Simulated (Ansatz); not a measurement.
In5Bi3:
```
CELL_PARAMETERS angstrom
     -4.20526     4.20526     6.53700
      4.20526    -4.20526     6.53700
      4.20526     4.20526    -6.53700
ATOMIC_POSITIONS crystal
  In 0.50000 0.50000 0.00000
  In 0.00000 0.00000 0.00000
  In 0.30959 0.80959 0.78906
  In 0.69041 0.19041 0.21094
  In 0.80959 0.02053 0.50000
  In 0.19041 0.97947 0.50000
  In 0.02053 0.52053 0.21094
  In 0.97947 0.47947 0.78906
  In 0.52053 0.30959 0.50000
  In 0.47947 0.69041 0.50000
  Bi 0.75000 0.75000 0.00000
  Bi 0.25000 0.25000 0.00000
  Bi 0.34487 0.84487 0.18974
  Bi 0.65513 0.15513 0.81026
  Bi 0.84487 0.65513 0.50000
  Bi 0.15513 0.34487 0.50000
```

Relaxed with r²SCAN. Special points in fractions of this cell's reciprocal vectors: Γ (0.000, 0.000, 0.000); X (0.000, 0.000, 0.500); P (0.250, 0.250, 0.250); N (0.000, 0.500, 0.000); M (0.500, 0.500, -0.500); S (0.353, 0.647, -0.353); S0 (-0.353, 0.353, 0.353); R (-0.207, 0.207, 0.500); G (0.500, 0.500, -0.207).

Task: List the band energies nearest the Fermi level at these points for r²SCAN (plane waves, PAW; program Ansatz).

Result: In eV from the Fermi level; about four levels below and three above (degenerate sets whole), none deeper than 8.9 eV; points with the same levels are listed once.

| k | below | above |
|---|---|---|
| Γ | -1.06 -1.06 -0.62 -0.62 -0.50 | 0.00 0.20 0.20 |
| X | -0.90 -0.59 -0.40 -0.40 | 0.03 0.19 0.43 |
| P | -1.24 -1.24 0.00 0.00 | 0.52 0.52 0.85 0.85 |
| N | -0.25 -0.25 -0.06 -0.06 | 0.47 0.47 1.39 1.39 |
| M | -0.87 -0.21 -0.21 -0.21 | 0.03 0.24 0.24 |
| S | -1.19 -0.49 -0.36 -0.30 | 0.29 0.71 0.97 |
| R | -1.20 -0.70 -0.62 -0.09 | 0.17 0.95 1.31 |

Space group I4/mcm. The first step of the workflow began from a Materials Project structure, measured or hypothetical; the Crystallography Open Database files this formula in space group No. 140, but the cells were not matched. Its standing as an ambient phase is unchecked. The cell was relaxed with r²SCAN under the symmetry of its start; its stability against distortions is not shown here. Spin–orbit coupling is left out wherever it is not named.

Potentials: the later of the program's two PAW sets.
